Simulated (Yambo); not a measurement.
```
CELL_PARAMETERS angstrom
      4.00010     0.00000     0.00000
      0.00000     4.00010     0.00000
      0.00000     0.00000     4.00010
ATOMIC_POSITIONS crystal
  H  0.14921 0.14921 0.85079
  H  0.14921 0.85079 0.14921
  H  0.85079 0.85079 0.85079
  H  0.85079 0.14921 0.14921
  N  0.00000 0.00000 0.00000
  Br 0.50000 0.50000 0.50000
```

Workflow: PBEsol (Quantum ESPRESSO, PseudoDojo norm-conserving, 84 Ry, with spin-orbit coupling), then G0W0 in Yambo (4×4×4 Γ-centred k mesh, 176 bands and a 7 Ry block in the screening, 176 bands in G with the Bruneval-Gonze terminator, plasmon pole fitted at 27.2 eV).

Task: Give the PBEsol and G0W0 gaps between the band edges found on this mesh, and say where the edges lie.

Result: Edges: Γ → Γ. PBEsol: 4.01 eV; G0W0: 6.36 eV. Nearest settings tried, and what they do to the gap: 110 bands in W, 110 bands in G: -29 meV; 3 Ry block (57 vectors against 171): -233 meV. Not varied: mesh. So the settings aren't converged at that level. 

Geometry of the Materials Project entry, not relaxed at this level.
